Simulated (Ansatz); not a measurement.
# Bond compression in Cu (hcp type)

```
CELL_PARAMETERS angstrom
2.57306 0.00000 0.00000
-1.28653 2.22834 0.00000
0.00000 0.00000 4.16837
ATOMIC_POSITIONS crystal
Cu 0.33333 0.66667 0.25000
Cu 0.66667 0.33333 0.75000
```

This is a prototype cell at a chosen volume, and whether it is the ground state is a separate question.

Its shortest bond, of 2.559 Å between atom 1 (Cu) and the nearest image of atom 2 (Cu), is scaled by moving both atoms along it, with the cell held. The force apart is half the difference of the two atoms' forces along the bond; it holds the pull and push of their other neighbours too.

Computed with Ansatz 0.2.0; functional LDA, scalar-relativistic. Settings: a Γ-centred 13×13×7 k mesh, Fermi–Dirac smearing of 0.05 eV, no spin polarisation. Methods: LAPW: all electrons, basis error target 1 meV/atom; PAW: frozen-core files, cutoff 420 eV; PAW (cutoff 600 eV): frozen-core files, cutoff 600 eV.

Energies are extrapolated to zero smearing and count from the unscaled cell; pressure is positive in compression; gaps take the mesh and a band path. No temperature or zero-point motion is included.

The PAW files were made under PBE.

```tsv
bond (Å)	force apart (eV/Å)	P LAPW (GPa)	ΔE LAPW (eV/atom)	P PAW − LAPW (GPa)	ΔE PAW − LAPW (meV/atom)	force PAW − LAPW (eV/Å)
2.559	0.00	-13.97	0.000	0.03	0.0	0.000
2.406	0.69	-12.36	0.026	0.02	0.0	0.001
1.945	?	17.88	0.658	-0.10	-2.2	-0.025
1.638	23.04	?	2.649	-6.20	-67.6	-1.715
```

Problem. Fill in "force apart (eV/Å)" for the row "1.945".

Solution. 6.37.

Problem. Fill in "P LAPW (GPa)" for the row "1.638".

Solution. 84.2.

Problem. At the last bond length, how far does PAW (cutoff 600 eV) lie from LAPW in pressure and in the largest force component?

Solution. PAW (cutoff 600 eV): -6.66 GPa, 1.503 eV/Å, on a LAPW pressure of 84.2 GPa.
